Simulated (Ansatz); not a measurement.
# SiMo, first-principles data

SiMo:
```
SiMo
1.0
    3.01982     0.00000     0.00000
    0.00000     3.01982     0.00000
    0.00000     0.00000     3.01982
Mo Si
1 1
Cartesian
  0.00000   0.00000   0.00000
  1.50991   1.50991   1.50991
```

Space group Pm-3m (No. 221), CsCl type; conventional cell a = 3.020 Å, b = 3.020 Å, c = 3.020 Å, α = 90.00°, β = 90.00°, γ = 90.00°.

Method: PBEsol (plane waves, PAW; program Ansatz). Geometry: relaxed at this level of theory. Other levels are named where they apply.

**Cell and energy**

- Volume per atom: 13.77 Å³
- Density: 7.48 g/cm³
- Formation energy from the elements (no fitted shifts): -185 meV/atom

**Electronic structure**

- Electronic character: metallic (no gap)
- Density of states at the Fermi level: 1.4 states/eV per atom (mean over ±0.08 eV)
- Gap with spin–orbit coupling: none (metallic)

**Mechanics**

- Bulk modulus (Birch–Murnaghan fit) = 228 GPa
- Pressure derivative B′ = 4.3
- Elastic constants (relaxed ions, GPa) = C11 = 275, C12 = 204, C44 = 94.4
- Mechanical stability = stable (all eigenvalues of C positive)
- Hill bulk and shear moduli = 227 and 63.9 GPa
- Young's modulus = 175 GPa
- Poisson's ratio = 0.37
- Debye temperature from the elastic constants = 410 K

**Phonons**

Highest zone-centre frequency: 35.9 meV
Zone-centre stability: no imaginary mode at Γ

The cell is a constructed one: a structure type filled with these elements; neither database checked (COD, Materials Project) lists it. Its standing as an ambient phase is unchecked. The cell was relaxed with PBEsol under the symmetry of its start. No spin polarisation was allowed. As this level gives no gap, shear constants depend on the k-mesh and smearing (Fermi–Dirac, 0.1 eV here). As this level gives no gap, phonon frequencies hold no LO–TO term and depend on the k-mesh and smearing (Fermi–Dirac, 0.1 eV here). The references are the lowest solids computed at this level, not always the standard phases. Scalar-relativistic: spin–orbit coupling is off unless named, which matters more the heavier the elements.

Potentials: the earlier of the program's two PAW sets. The files were generated under PBE; for other functionals the program regenerates the frozen cores, and for LDA and PBEsol the local potential too.
